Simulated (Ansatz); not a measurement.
## GdAg (Pm-3m): spin–orbit coupling in one pass over the collinear state, moments along [001]

The calculation used Ansatz, DFT, LDA, all-electron LAPW, Dirac equation with spin-orbit coupling.

Command: `ansatz run input.yaml --threads 3 --pin off --max-ram 6144MiB --backend cpu --events-out ev --progress --plain --runs-dir out`

The folder start holds the state saved by an earlier run of the same cell (collinear, scalar-relativistic); this run solves the spinor bands once in its potential and doesn't iterate.

```yaml
crystal:
  lattice:
    - [3.653, 0.0, 0.0]
    - [0.0, 3.653, 0.0]
    - [0.0, 0.0, 3.653]
  atoms:
    - { symbol: Gd, position: [0.5, 0.5, 0.5], spin: 7.0, spin_axis: [0.0, 0.0, 1.0] }
    - { symbol: Ag, position: [0.0, 0.0, 0.0] }
magnetization:
  noncollinear: true
  spin_orbit: true
kpoints:
  mp_grid: { grid: [7, 7, 7] }
scf:
  occupations: { method: fermi_dirac, width: 0.1 }
hamiltonian:
  xc: lda
  pseudopotentials: { kind: all_electron, lapw: { basis_error: 0.00025 } }
output:
  eigenvalues: false
  hubbard: { sites: [{ species: Gd, l: f }, { species: Ag, l: d }] }
checkpoint:
  read: start
  post_process_only: true
```

Output:

```
Warning: checkpoint.read: spin treatment differs: saved collinear, current noncollinear; the saved charge density seeds this run and the saved magnetisation is carried along the axis that this deck's starting moments share; the saved density holds an absolute magnetisation of 7.5e0 μB; saved orbitals and DFT+U occupations are not carried
Warning: checkpoint.read: magnetization.spin_orbit differs: this deck has the coupling, and the saved state was converged under scalar relativity for Gd, Ag (and on the j-weighted average for any other species). The pass solves this deck's Hamiltonian once at the saved density, which is not self-consistent under the coupling. Its levels lack that density's response to the spin–orbit term and to th …
settings of this run that can trade accuracy for cost: output.eigenvalues: false. Do not mix this run's numbers with those of runs without the same settings; the input reference describes each key
Gd: projections on atomic orbitals take those of the free atom 1s2 2s2 2p6 3s2 3p6 3d10 4s2 4p6 4d10 4f7 5s2 5p6 5d1 6s2, of charge +0.00 (hamiltonian.pseudopotentials.projection_atoms)
Ag: projections on atomic orbitals take those of the free atom 1s2 2s2 2p6 3s2 3p6 3d10 4s2 4p6 4d10 5s1, of charge +0.00 (hamiltonian.pseudopotentials.projection_atoms)
LAPW: plane waves up to 7.853 Å⁻¹, error target 2.5e-4 eV per atom; Dirac's equation on spinors; Ag in spheres of 1.552 Å, 19 of its electrons in bands; Gd in spheres of 1.612 Å, 34 of its electrons in bands (how accurate: hamiltonian.pseudopotentials.lapw.basis_error, Limitations)
band count auto-derived: 66 (N_el = 53.0; filled up to band 53; 64 by the electrons, moments and atoms)
Engine: ansatz 0.2.0
Pseudopotentials: kind: all_electron
Pseudopotential: Gd, LAPW, valence charge 34, lapw/all_electron/dirac/gaussian/Gd, Dirac's equation, gaussian nucleus
Pseudopotential: Ag, LAPW, valence charge 19, lapw/all_electron/dirac/gaussian/Ag, Dirac's equation, gaussian nucleus
Functional definition: SPW92
  exchange = slater_x
  correlation = pw_c
Crystal: 2 atoms, lattice volume = 48.747 Å³
Basis set: ecut = 234.9537925989963 eV, 389 PW (Γ), exchange–correlation at level 2
Bands: 66, of which v1, the nominal top of the filled ones, is band 53 counted from 1 (52 counted from 0)
Symmetry: 8 space group operations + 8 with time reversal
Magnetic group: BNS 123.345 (UNI 1005), of the structure as read, at distance tolerance 3.7e-5 Å
k-points: 40 of 343 (time reversal used)
Non-local potential: Gd, projectors of the file, none
[...]
the basis was enlarged: its passes take 4.9 MiB over the memory plan, 3 of 3 planned eigensolver slots
SCF 1: post-processed at a frozen density that is not taken as self-consistent under this run
WARN: this state was not checked for a lower one beside it: the run's test of it (scf.lower_state_search) could not run behind this SCF: none is made under non-collinear spin (noncollinear)
post-processed at a frozen density that is not taken as self-consistent under this run (a non-self-consistent diagonalisation pass)
Frozen density: not held to its close: it was read across a difference from the run that saved it, as the warnings at the start of the run say
Magnetization: |M| = 7.0553 μB,  M = (+0.0000, +0.0000, +7.0553) μB
Absolute magnetization: 7.0587 μB (∫|m|)
  site 0: m = (+0.0000, +0.0000, +6.8994) μB, |m| = 6.8994 μB  (R = 1.61 Å)
  site 1: m = (+0.0000, +0.0000, +0.0494) μB, |m| = 0.0494 μB  (R = 1.55 Å)
Free energy (F): not given: this pass's two estimates of its total disagree by 1.944e-1 eV and its dr2_mag is 1.877e-3 eV, 1.962e-1 eV together, over the energy gate of 1.000e-4 eV (scf.convergence.dr2_threshold). Run an SCF of this deck for it, without checkpoint.post_process_only or, of a chain, under workflow.steps: [scf]
Harris-Foulkes:  -451290.387649 eV
Entropy (-TS):   -0.114358 eV (-57.179 meV/atom)
Fermi energy:    16.118010 eV
--- Occupation matrices: 2 shells (Löwdin-built; ε = 2.00e-2, provisional) ---
  Gd0 f_4F: site group Oh (m-3m)
  Gd0 f_4F spinor Tr n = 7.2500  λ = 0.009 0.012 0.015 0.017 0.036 0.055 0.113 0.999 0.999 0.999 0.999 1.000 1.000 1.000  [6× z3 0.17 (T2u 0.43) G3/2u(0.54) | x(x2-3y2) 0.50 (T1u 0.55) G3/2u(0.68) | 7× x(x2-3y2) 0.14 (T1u 0.43) G3/2u(0.58)]
  Ag1 d_4D: site group Oh (m-3m)
  Ag1 d_4D spinor Tr n = 9.7092  λ = 0.963 0.964 0.966 0.967 0.968 0.969 0.976 0.976 0.980 0.980  [10× z2 0.20 (T2g 0.60) G3/2g(0.80)]
  Tr n, λ and their labels are of the run-group-symmetrised matrices; stabiliser: 16 of 96 elements of G0×{1,Θ} (closed), max defect 3.7e-15 at τ = 4.2e-3
settings of this run that can trade accuracy for cost: output.eigenvalues: false. Do not mix this run's numbers with those of runs without the same settings; the input reference describes each key
```

Site moments (μB): Gd1 (0.00, 0.00, 6.90); Ag2 (0.00, 0.00, 0.05). Cell moment 7.06 μB.

Without U a semilocal functional puts the f levels too near the Fermi level, which can change moments and the order of magnetic states; site and cell moments are spin moments. In at least one run the program's final test of stability wasn't made or came to no verdict. With open f shells a run can end in a state that isn't the lowest. These are results for the start and cell typed. The real compound can order otherwise, in a larger cell, or not at all, since semilocal functionals at zero temperature often overstate magnetism.

It took 19 s on 3 threads of Arm Neoverse V1, on a shared host, peak memory 0.83 GiB.
